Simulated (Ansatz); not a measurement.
The cell below belongs to a search over invented structures; it isn't taken from experiment.

Input and command of a plane-wave DFT calculation in Ansatz:

```yaml
crystal:
  lattice:
    - [4.3147605125, 0.0, 0.0]
    - [-0.0205436849, 4.3527266624, 0.0]
    - [-2.0887433983, -2.1390198249, 7.4905294006]
  atoms:
    - { symbol: Al, position: [0.521608323, 0.7948220738, 0.8109362797] }
    - { symbol: Al, position: [0.9780188596, 0.3341417636, 0.8137276517] }
    - { symbol: Al, position: [0.2507187456, 0.1628776278, 0.3143663717] }
    - { symbol: Si, position: [0.1207874066, 0.9321793595, 0.98980817] }
    - { symbol: Si, position: [0.377995905, 0.1965779144, 0.6340358803] }
    - { symbol: I, position: [0.7508707202, 0.5794012611, 0.3121246568] }
basis:
  ecutwfc: 420
kpoints:
  mp_grid: { grid: [8, 8, 4] }
hamiltonian:
  xc: pbe
scf:
  occupations: { method: gaussian, width: 0.1 }
output:
  forces: true
  stress: true
  eigenvalues: true
relax:
  adjacent_minimum: "off"
  f_tol: 0.01
  max_steps: 80
  cell: { stress_tol: 0.05 }
```

```bash
ansatz run input.yaml --threads 1 --pin off --max-ram 2560MiB --backend cpu --events-out ev --progress --plain --runs-dir out
```

Processor: Arm Neoverse V2, 1 thread, on a host shared with other jobs.

**Question.** How long does it run, and how much memory does it take?

**Answer.** About 2.9 min, peak memory 0.64 GiB. It solves 23 bands at 132 k points (after reduction by symmetry) with about 2727 plane waves (on the last cell), in 25 SCF iterations over 5 ionic steps.
